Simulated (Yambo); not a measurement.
```
MgI2
1.0
    4.12555     0.00000     0.00000
   -2.06277     3.57283     0.00000
    0.00000     0.00000     6.82678
Mg I
1 2
Direct
  0.00000   0.00000   0.00000
  0.33333   0.66667   0.24575
  0.66667   0.33333   0.75425
```

MgI$_{2}$ (CdI2 type, space group P-3m1, No. 164): mean Im ε in 1 eV windows above the direct gap of 4.93 eV, for different electron-hole kernels (Yambo, broadening 0.15 eV, norm-conserving PBEsol (Quantum ESPRESSO, 84 Ry, with spin-orbit coupling) bands; 6×6×2 mesh, 10 valence and 12 conduction bands, static screening with 104 bands and a 4 Ry block, scissor 1.66 eV, Tamm-Dancoff; field along x).

| window (eV) | independent quasiparticles | RPA (no attraction) | BSE |
|---|---|---|---|
| 4.9 to 5.9 | 1.1 | 0.9 | 7.9 |
| 5.9 to 6.9 | 6.3 | 4.4 | 9.3 |
| 6.9 to 7.9 | 8.6 | 6.8 | 5.6 |
| 7.9 to 8.9 | 7.3 | 5.3 | 5.4 |

This run doesn't resolve bound excitons or single peaks, so only averages are given, and they too depend on the mesh; weight that the attraction moves below the gap isn't listed. All transitions below 8.94 eV are in the band window. The scissor comes from a G0W0 run whose convergence isn't established.

Geometry relaxed with PBE+D3(BJ).
